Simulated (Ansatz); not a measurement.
Energy over volume and axial ratio for CdTe (zinc blende)

CdTe (zinc blende)

Space group F-43m (No. 216); a = 6.489 Å, b = 6.489 Å, c = 6.489 Å, α = 90.00°, β = 90.00°, γ = 90.00°

```csv
atom,site,symmetry,x,y,z
Te,4c,-43m,0.2500,0.2500,0.2500
Cd,4a,-43m,0.0000,0.0000,0.0000
```
(The calculation used a cell of 2 atoms; values per cell refer to that cell.)

The relaxed cell is deformed in two ways at once: its volume V is scaled, and at that volume it is stretched along z (the c axis of the conventional cell) so that c/a changes. Fractional atomic positions are held.

The numbers are results of PBEsol (plane waves to 420 eV, PAW, scalar-relativistic; Ansatz, an electronic-structure program), not measurements. k mesh 9×9×9 (Γ-centred), Fermi-Dirac smearing 0.05 eV. The energy includes the smearing's −TS. Compression counts positive. CdTe was relaxed with its symmetry unable to fall. Spin-orbit coupling is left out, though Te is heavy. The zero of ΔE is the relaxed starting cell.

ΔE (kJ/mol of atoms), with V/V₀ across and (c/a)/(c/a)₀ down:

```
(c/a)/(c/a)₀ \ V/V₀  0.920  0.960  1.000  1.040  1.080
-------------------  -----  -----  -----  -----  -----
0.880                 4.26   2.10   1.62   2.46   4.36
0.940                 3.48   1.09   0.41   1.09   2.85
1.000                 3.20   0.74   0.00   0.63   2.35
1.060                 3.52   1.12   0.43   1.10   2.85
1.120                 4.55   2.30   1.75   2.53   4.37
```

σzz (GPa), with V/V₀ across and (c/a)/(c/a)₀ down:

```csv
(c/a)/(c/a)₀ \ V/V₀,0.920,0.960,1.000,1.040,1.080
0.880,4.58,2.50,0.85,-0.47,-1.52
0.940,4.58,2.34,0.56,-0.86,-1.98
1.000,4.21,1.86,0.00,-1.48,-2.65
1.060,3.52,1.10,-0.80,-2.30,-3.49
1.120,2.53,0.10,-1.81,-3.31,-4.48
```

Derived quantities:

```
Item                                                                                               Result
-----------------------------------------------------  --------------------------------------------------
Shear modulus C′ = (C11 − C12)/2 (fit, atoms clamped)                                             8.6 GPa
Lowest place on the grid                                V/V₀ = 1.000, (c/a)/(c/a)₀ = 1.000 (0.0 meV/atom)
Highest place on the grid                              V/V₀ = 0.920, (c/a)/(c/a)₀ = 1.120 (47.2 meV/atom)
```

(Under strain, the slope of the energy per volume gives the stress and its curvature an elastic modulus.)
